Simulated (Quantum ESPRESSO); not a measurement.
## Ga8P7As (input and log of a self-consistent run)

A calculation, not a measurement. The program is pw.x of Quantum ESPRESSO 7.5 (plane-wave density functional theory). The cell is made up: 16 atoms on a doubled zincblende/diamond lattice, with randomly drawn elements, strain and displacements, not relaxed. PseudoDojo standard norm-conserving files (v0.5 for PBE, v0.4.1 for LDA and PBEsol) set the functional; there is no spin polarisation, spin-orbit coupling or dispersion term, and the masses in the input are unused placeholders.

Input:

```
&control calculation='scf', pseudo_dir='./dojo.nc.sr.pbe.v0_5.standard.upf', outdir='./o', disk_io='low', tprnfor=.true., tstress=.true. /
&system ibrav=0, nat=16, ntyp=3, nbnd=83, ecutwfc=105.61755193, nosym=.true., tot_charge=0,
 occupations='smearing', smearing='fd', degauss=0.0018374661
/
&electrons conv_thr=7.350e-09, electron_maxstep=60, /
ATOMIC_SPECIES
As 1.0 As.upf
Ga 1.0 Ga.upf
P 1.0 P.upf
CELL_PARAMETERS angstrom
5.795 -0.0373 0.0032
-0.0373 5.6724 -0.0571
0.0065 -0.1141 11.5154
ATOMIC_POSITIONS angstrom
Ga 0.0115 0.0428 0.0003
Ga -0.0361 2.8116 2.891
Ga 2.887 -0.0531 2.875
Ga 2.9085 2.8596 -0.0111
Ga -0.0231 -0.0815 5.7473
Ga 0.0137 2.7612 8.597
Ga 2.9011 -0.1118 8.6386
Ga 2.8865 2.7921 5.7455
P 1.4261 1.3857 1.4136
P 1.3983 4.1818 4.3109
As 4.3428 1.3071 4.3253
P 4.3412 4.2219 1.3924
P 1.4416 1.349 7.1619
P 1.4462 4.1301 10.0043
P 4.332 1.3058 10.0874
P 4.3157 4.1528 7.1322
K_POINTS automatic
6 6 4 1 1 1
```

The log is shortened where brackets say so; the opening notice, blank lines, dates and the lines on written files are dropped, and the path of the files is cut. It prints rydbergs, bohrs and kilobars, and counts compression as positive stress. With no partly filled state, the Fermi energy that it prints is only some level between the filled and the empty states on the mesh, and need not lie in the true gap.

```
     Program PWSCF v.7.5
     Parallel version (MPI & OpenMP), running on       4 processor cores
     Number of MPI processes:                 4
     Threads/MPI process:                     1
     [start-up lines left out]
     bravais-lattice index     =            0
     lattice parameter (alat)  =      10.9512  a.u.
     unit-cell volume          =    2554.0777 (a.u.)^3
     number of atoms/cell      =           16
     number of atomic types    =            3
     number of electrons       =       154.00
     number of Kohn-Sham states=           83
     kinetic-energy cutoff     =     105.6176  Ry
     charge density cutoff     =     422.4702  Ry
     scf convergence threshold =      7.3E-09
     mixing beta               =       0.7000
     number of iterations used =            8  plain     mixing
     Exchange-correlation= PBE
                           (   1   4   3   4   0   0   0)
     [axes and pseudopotential details left out]
   Cartesian axes
     site n.     atom                  positions (alat units)
         1        Ga     tau(   1) = (   0.0019844   0.0073855   0.0000518  )
         2        Ga     tau(   2) = (  -0.0062294   0.4851668   0.4988679  )
         3        Ga     tau(   3) = (   0.4981777  -0.0091629   0.4961070  )
         4        Ga     tau(   4) = (   0.5018877   0.4934496  -0.0019154  )
         5        Ga     tau(   5) = (  -0.0039861  -0.0140636   0.9917481  )
         6        Ga     tau(   6) = (   0.0023641   0.4764698   1.4834893  )
         7        Ga     tau(   7) = (   0.5006108  -0.0192921   1.4906678  )
         8        Ga     tau(   8) = (   0.4980914   0.4818019   0.9914375  )
         9        P      tau(   9) = (   0.2460863   0.2391149   0.2439293  )
        10        P      tau(  10) = (   0.2412892   0.7216070   0.7438844  )
        11        As     tau(  11) = (   0.7493890   0.2255518   0.7463692  )
        12        P      tau(  12) = (   0.7491129   0.7285266   0.2402711  )
        13        P      tau(  13) = (   0.2487610   0.2327820   1.2358500  )
        14        P      tau(  14) = (   0.2495548   0.7126857   1.7263315  )
        15        P      tau(  15) = (   0.7475254   0.2253275   1.7406712  )
        16        P      tau(  16) = (   0.7447127   0.7166028   1.2307250  )
     number of k points=    72  Fermi-Dirac smearing, width (Ry)=  0.0018
                       cart. coord. in units 2pi/alat
        k(    1) = (   0.0838556   0.0863290   0.0637143), wk =   0.0277778
        k(    2) = (   0.0837942   0.0875952   0.1895393), wk =   0.0277778
     [further k points left out]
     Dense  grid:   374469 G-vectors     FFT dimensions: (  72,  72, 144)
     Estimated max dynamical RAM per process >       1.76 GB
     Estimated total dynamical RAM >       6.79 GB
     Initial potential from superposition of free atoms
     starting charge     153.9774, renormalised to     154.0000
     Starting wfcs are  109 randomized atomic wfcs
     total cpu time spent up to now is       77.9 secs
     per-process dynamical memory:  1519.3 Mb
     Self-consistent Calculation
     iteration #  1     ecut=   105.62 Ry     beta= 0.70
     Davidson diagonalization with overlap
     ethr =  1.00E-02,  avg # of iterations =  3.2
     Threshold (ethr) on eigenvalues was too large:
     Diagonalizing with lowered threshold
     Davidson diagonalization with overlap
     ethr =  3.41E-04,  avg # of iterations =  2.4
     total cpu time spent up to now is      435.5 secs
     total energy              =   -1532.89837855 Ry
     estimated scf accuracy    <       0.53346622 Ry
     iteration #  2     ecut=   105.62 Ry     beta= 0.70
     Davidson diagonalization with overlap
     ethr =  3.46E-04,  avg # of iterations =  4.6
     total cpu time spent up to now is      622.2 secs
     total energy              =   -1533.02025627 Ry
     estimated scf accuracy    <       0.17779621 Ry
     iteration #  3     ecut=   105.62 Ry     beta= 0.70
     Davidson diagonalization with overlap
     ethr =  1.15E-04,  avg # of iterations =  7.3
     total cpu time spent up to now is      821.0 secs
     total energy              =   -1533.03989531 Ry
     estimated scf accuracy    <       0.05114569 Ry
     iteration #  4     ecut=   105.62 Ry     beta= 0.70
     Davidson diagonalization with overlap
     ethr =  3.32E-05,  avg # of iterations = 10.1
     total cpu time spent up to now is     1036.9 secs
     total energy              =   -1533.04983241 Ry
     estimated scf accuracy    <       0.05975385 Ry
     iteration #  5     ecut=   105.62 Ry     beta= 0.70
     Davidson diagonalization with overlap
     ethr =  3.32E-05,  avg # of iterations =  7.2
     total cpu time spent up to now is     1221.0 secs
     total energy              =   -1533.05814054 Ry
     estimated scf accuracy    <       0.00206214 Ry
     [iterations 6 to 8 left out]
     iteration #  9     ecut=   105.62 Ry     beta= 0.70
     Davidson diagonalization with overlap
     ethr =  1.03E-08,  avg # of iterations =  3.1
     total cpu time spent up to now is     1978.9 secs
     total energy              =   -1533.05865009 Ry
     estimated scf accuracy    <       0.00000281 Ry
     iteration # 10     ecut=   105.62 Ry     beta= 0.70
     Davidson diagonalization with overlap
     ethr =  1.82E-09,  avg # of iterations =  2.2
     total cpu time spent up to now is     2152.0 secs
     total energy              =   -1533.05865023 Ry
     estimated scf accuracy    <       0.00000053 Ry
     iteration # 11     ecut=   105.62 Ry     beta= 0.70
     Davidson diagonalization with overlap
     ethr =  3.42E-10,  avg # of iterations =  4.2
     total cpu time spent up to now is     2351.5 secs
     total energy              =   -1533.05865040 Ry
     estimated scf accuracy    <       0.00000008 Ry
     iteration # 12     ecut=   105.62 Ry     beta= 0.70
     Davidson diagonalization with overlap
     ethr =  5.48E-11,  avg # of iterations =  2.0
     total cpu time spent up to now is     2513.8 secs
     total energy              =   -1533.05865041 Ry
     estimated scf accuracy    <       0.00000001 Ry
     iteration # 13     ecut=   105.62 Ry     beta= 0.70
     Davidson diagonalization with overlap
     ethr =  8.09E-12,  avg # of iterations =  4.1
     total cpu time spent up to now is     2693.7 secs
     End of self-consistent calculation
          k = 0.0839 0.0863 0.0637 ( 46804 PWs)   bands (ev):
   -28.9349 -28.9324 -28.9268 -28.9224 -28.9219  -8.5160  -8.4804  -8.4664
    -8.4554  -8.4458  -8.4328  -8.4244  -8.4185  -8.4156  -8.4002  -8.3965
    -8.3899  -8.3881  -8.3855  -8.3794  -8.3765  -8.3755  -8.3730  -8.3714
    -8.3660  -8.3626  -8.3613  -8.3589  -8.3567  -8.3536  -8.3503  -8.3501
    -8.3481  -8.3423  -8.3419  -8.3377  -8.3330  -8.3308  -8.3278  -8.3245
    -8.3178  -8.3165  -8.3123  -8.3036  -8.3021  -5.5208  -4.8560  -4.4287
    -3.5703  -3.2621  -3.1834  -3.1744  -3.1304  -0.0955  -0.0533   0.0420
     0.1021   0.1425   1.7638   2.6608   2.9198   2.9314   3.5415   3.5696
     3.6158   3.6439   3.7611   3.8116   3.8346   3.8451   4.4182   4.4703
     4.7724   4.8997   5.0737   5.9350   5.9832   7.2363   7.8434   7.9067
     7.9485   8.2020   8.3054
     [levels at the other k points left out]
     the Fermi energy is     6.5314 ev
!    total energy              =   -1533.05865041 Ry
     estimated scf accuracy    <          4.0E-10 Ry
     smearing contrib. (-TS)   =      -0.00000000 Ry
     internal energy E=F+TS    =   -1533.05865041 Ry
     The total energy is F=E-TS. E is the sum of the following terms:
     one-electron contribution =    -838.87398990 Ry
     hartree contribution      =     526.41515948 Ry
     xc contribution           =    -410.56329549 Ry
     ewald contribution        =    -810.03652450 Ry
     convergence has been achieved in  13 iterations
     Forces acting on atoms (cartesian axes, Ry/au):
     atom    1 type  2   force =    -0.00356243   -0.01030195   -0.01008510
     atom    2 type  2   force =     0.01192613    0.00343683   -0.02088214
     atom    3 type  2   force =    -0.01715658   -0.01470706   -0.01389128
     atom    4 type  2   force =    -0.00949541   -0.01022395   -0.00417702
     atom    5 type  2   force =     0.01771643   -0.00704532    0.01728805
     atom    6 type  2   force =    -0.00993991   -0.00748626   -0.00173114
     atom    7 type  2   force =    -0.00052725    0.00609267   -0.00365217
     atom    8 type  2   force =    -0.01582997   -0.00295636    0.00391588
     atom    9 type  3   force =     0.01038031    0.01325527    0.01040969
     atom   10 type  3   force =     0.01025274    0.00568322   -0.00860560
     atom   11 type  1   force =    -0.00727272    0.01378228   -0.00113630
     atom   12 type  3   force =     0.00043200    0.00309337    0.00831092
     atom   13 type  3   force =     0.00136705   -0.00657819    0.00514241
     atom   14 type  3   force =    -0.00210216    0.01016830    0.01293993
     atom   15 type  3   force =     0.00720436   -0.00032233   -0.00851468
     atom   16 type  3   force =     0.00660740    0.00410948    0.01466852
     Total force =     0.067419     Total SCF correction =     0.000068
     Computing stress (Cartesian axis) and pressure
          total   stress  (Ry/bohr**3)                   (kbar)     P=      -60.95
  -0.00045723   0.00005679   0.00001503          -67.26        8.35        2.21
   0.00005679  -0.00036003   0.00007742            8.35      -52.96       11.39
   0.00001503   0.00007742  -0.00042581            2.21       11.39      -62.64
     init_run     :     72.08s CPU     74.27s WALL (       1 calls)
     electrons    :   2576.70s CPU   2615.96s WALL (       1 calls)
     forces       :     27.79s CPU     28.06s WALL (       1 calls)
     stress       :     91.82s CPU     94.12s WALL (       1 calls)
     [timing details left out]
     PWSCF        :  46m12.63s CPU  46m59.40s WALL
     JOB DONE.
```

In other units: free energy -20858.326 eV for the cell, pressure -6.10 GPa, largest force component 0.537 eV/Å. This run is the check on a run of the same cell at a cutoff of 1143 eV and k mesh 4 x 4 x 2: rerunning at a cutoff of 1437 eV and k mesh 6 x 6 x 4 moved values by no more than 0.023 eV in energy, 0.02 GPa in stress and 0.002 eV/Å in force.